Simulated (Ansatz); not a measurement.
Relaxed SnSe2 (CdI2 type):

```
CELL_PARAMETERS angstrom
      7.68056     0.00000     0.00000
     -1.92014     3.32578     0.00000
      0.00000     0.00000     6.00569
ATOMIC_POSITIONS crystal
  Sn 0.00000 0.00000 0.00000
  Sn 0.50000 0.00000 0.00000
  Se 0.16667 0.66667 0.26533
  Se 0.66667 0.66667 0.26533
  Se 0.33333 0.33333 0.73467
  Se 0.83333 0.33333 0.73467
```

Scan: atom 1 (Sn, nearest neighbour Se at 2.730 Å; its periodic images, 3.8 Å or more away, move with it) is displaced towards the nearest neighbour, direction (-0.703, 0.406, -0.584) in Cartesian axes, by s. The other atoms stay.

These are PBE-D3(BJ) (plane waves to 420 eV, PAW, scalar-relativistic; Ansatz, an electronic-structure program) values and carry that method's errors. k mesh 4×8×5 (Γ-centred), Fermi-Dirac smearing 0.05 eV. Energies are smeared free energies. Left out: 2 of 11 points, with atoms too close for the PAW data. As the smearing reaches across the gap at some points, energies and forces of such displacements shift with the k mesh and the smearing. SnSe2 was relaxed with its symmetry unable to fall. The zero of ΔE is the undisplaced structure. The last digit holds for this mesh only.

```tsv
s (Å)	ΔE (meV/cell)
-0.656	2921.3
-0.492	1352.2
-0.328	withheld
-0.164	117.5
0.000	0.0
0.164	117.5
0.328	withheld
0.492	1352.2
0.656	2921.3
```

Fit an even polynomial form (powers 2, 4, 6) to the given rows and predict ΔE at s = -0.328.

Least squares on the 7 given rows: ΔE = (4228)·s² + (5173)·s⁴ + (1804)·s⁶, in meV/cell with s in Å; root-mean-square residual 0.06 meV/cell. At -0.328 the fit gives 517.0 meV/cell; the calculation gives 517.7 meV/cell, so the interpolation is off by -0.7 (-0.1 %). The quadratic term alone would give 454.9 meV/cell.

(A displaced cell: forces are minus the slopes of the energy, force constants its curvatures, and phonons follow from these.)
